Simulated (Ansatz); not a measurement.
A geometry of SiO$_{2}$ away from equilibrium: the start of the relaxation of a generated cell, SiO2 placed in the AFLOW prototype AB2_mC6_12_a_i (C34, as in Te2Au). Computed with r2SCAN (plane waves to 500 eV, PAW, scalar-relativistic; Ansatz, a first-principles code). Γ-centred k-mesh 9×9×7 on the run's cell (coarser than for final values), Fermi–Dirac smearing 0.05 eV.

```xyz
3
Lattice="2.4184 -1.4825 0.0000 2.4184 1.4825 0.0000 -0.0024 0.0000 3.4105" Properties=species:S:1:pos:R:3 pbc="T T T"
Si     0.0000     0.0000     0.0000
O      3.3266     0.0000     0.9853
O      1.5079     0.0000     2.4252
```

Problem. Give the Cartesian forces on all atoms (eV/Å).

Solution. 
```json
[
 {"atom": "Si1", "Fx": "0.00", "Fy": "0.00", "Fz": "0.00"},
 {"atom": "O2", "Fx": "-1.20", "Fy": "0.00", "Fz": "-5.98"},
 {"atom": "O3", "Fx": "1.20", "Fy": "0.00", "Fz": "5.98"}
]
```

Problem. What is the pressure?

Solution. -13.4 GPa, compression positive.

Problem. How far above the relaxed end point is this geometry?

Solution. 0.87 eV/atom; the path ends in P-3m1 (No. 164) (CdI2 type).

No spin polarisation in the result. No dispersion correction is included, so spacings between layers, chains or molecules are soft and tend to come out too large.

The run could not lose the symmetry of its start; a randomly shaken copy of 6 atoms returns to this structure.

The end of the path is a generated cell of SiO2: the first start was made by placing the elements on the sites of a structure type, and the end was not matched to a known phase here, so it may be hypothetical. Known forms of SiO2 include space group No. 92, 136, 152, 154.
